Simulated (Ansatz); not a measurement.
Zr2SiB2 in space group P-6m2 (No. 187; Zr on 2h, Si on 1a, B on 1b, B on 1f) at seven volumes, DFT-PBE in the program Ansatz with PAW potentials, shape and atoms relaxed at each. One row is withheld.

| V (Å³/atom) | P (GPa) |
|---|---|
| 12.495 | 19.30 |
| 12.907 | 11.87 |
| 13.319 | 5.48 |
| 13.731 | 0.00 |
| 14.143 | -4.70 |
| 14.555 | -8.72 |
| 14.967 | ? |

Fit the shown pressures and predict the withheld one.

Third-order Birch–Murnaghan: P = (3/2)B₀(x^(7/2) − x^(5/2))[1 + (3/4)(B′ − 4)(x − 1)] with x = (V₀/V)^(2/3). Least squares on the six rows gives V₀ = 13.732 Å³/atom, B₀ = 168.7 GPa, B′ = 4.08. At V = 14.967, x = 0.9442 and P = -12.19 GPa. The run itself gave -12.15 GPa.

The start of the workflow was typed in or built on a structure type; neither database checked (COD, Materials Project) lists it. Its standing as an ambient phase is unchecked. The cell was relaxed with PBE under the symmetry of its start; its stability against distortions is not shown here. No spin polarisation was allowed.

Potentials: the earlier of the program's two PAW sets.
